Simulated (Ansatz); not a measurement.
KZnF3 (cubic perovskite), relaxed and computed with several functionals in Ansatz (plane waves, PAW).

```csv
functional,a (Å),gap (eV),B₀ by P(V) fit (GPa)
r²SCAN,4.046,4.64,84.6
PBE,4.128,3.71,69.9
LDA,3.973,3.79,95.4
HSE06,4.079,6.28,77.4
```

All cells were relaxed under the symmetry of their starts (and spin orders); stability against distortions was not tested throughout.

Potentials: the later of the program's two PAW sets.

Ansatz (a quantum-chemistry and plane-wave program) is a plane-wave DFT program.
